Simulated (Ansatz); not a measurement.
Input:

Ir (fcc (Cu type), Fm-3m), a = 3.8110 Å, b = 3.8110 Å, c = 3.8110 Å, α = 90.00°, β = 90.00°, γ = 90.00°; the cell used has 1 atom.

This is the LDA-relaxed structure.

Q: All from LDA in the plane-wave PAW code Ansatz, unless another level is named. Predict the bulk modulus (Birch–Murnaghan fit).

A: 4050 kbar.

Q: What about the elastic constants (relaxed ions, GPa)?

A: C11 = 672, C12 = 272, C44 = 293.

The cell was relaxed with LDA under the symmetry of its start. The run is not spin-polarised. As this level gives no gap, shear constants depend on the k-mesh and smearing (Fermi–Dirac, 0.1 eV here). Scalar-relativistic: spin–orbit coupling is off unless named, which matters more the heavier the elements.

Potentials: the later of the program's two PAW sets.
